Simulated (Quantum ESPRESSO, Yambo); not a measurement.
## G0W0 results for RbCdF$_{3}$

```cif
data_CdF3Rb
_chemical_formula_sum 'F3 Rb1 Cd1'
_space_group_name_H-M_alt 'P 1'
_space_group_IT_number 1
_cell_length_a 4.42498
_cell_length_b 4.42498
_cell_length_c 4.42498
_cell_angle_alpha 90.000
_cell_angle_beta 90.000
_cell_angle_gamma 90.000
loop_
_space_group_symop_operation_xyz
  'x, y, z'
loop_
_atom_site_label
_atom_site_type_symbol
_atom_site_fract_x
_atom_site_fract_y
_atom_site_fract_z
_atom_site_occupancy
F1 F 0.00000 0.50000 0.50000 1
F2 F 0.50000 0.00000 0.50000 1
F3 F 0.50000 0.50000 0.00000 1
Rb1 Rb 0.00000 0.00000 0.00000 1
Cd1 Cd 0.50000 0.50000 0.50000 1
```

The geometry is that of Materials Project entry mp-6951, symmetrised and not relaxed again.

Starting point: norm-conserving PBEsol (Quantum ESPRESSO, 102 Ry, with spin-orbit coupling). G0W0 in Yambo: 2×2×2 Γ-centred k mesh, bands 9 to 264 and a 7 Ry block in the screening, 264 bands in G with the Bruneval-Gonze terminator, plasmon pole fitted at 27.2 eV.

PBEsol gap along the band path: 3.07 eV
PBEsol gap between the mesh's edge points (R → Γ): 3.07 eV
G0W0 gap between the same points: 6.21 eV
PBEsol smallest direct gap on the mesh (at Γ): 4.58 eV
G0W0 direct gap at that point: 7.93 eV

```tsv
k point	band	E PBEsol (eV)	E QP (eV)	shift (eV)	Z
Γ	VB−2	-1.51	-3.51	-2.00	0.80
Γ	VB−1	-1.51	-3.51	-2.00	0.80
Γ	VB	-1.51	-3.51	-2.00	0.80
Γ	CB	3.07	4.42	1.35	0.88
Γ	CB+1	3.07	4.42	1.35	0.88
X	VB	-1.40	-3.53	-2.14	0.80
X	CB	5.61	7.29	1.69	0.86
M	VB	0.00	-1.78	-1.78	0.82
M	CB	6.72	8.58	1.86	0.85
R	VB	0.00	-1.79	-1.79	0.82
R	CB	7.41	8.84	1.43	0.88
```

Energies count from the PBEsol valence-band maximum.

Nearest settings tried, and what they do to the gap: 178 bands in W, 178 bands in G: +173 meV; 6 Ry block (171 vectors against 203): +8 meV. Not varied: mesh. So the settings aren't converged at that level. The k mesh is coarse.

The cell is held in this high symmetry; tilts and polar distortions were not searched.

The structure is a Materials Project entry; no match was found in the copy of COD used, and its stability was not checked.
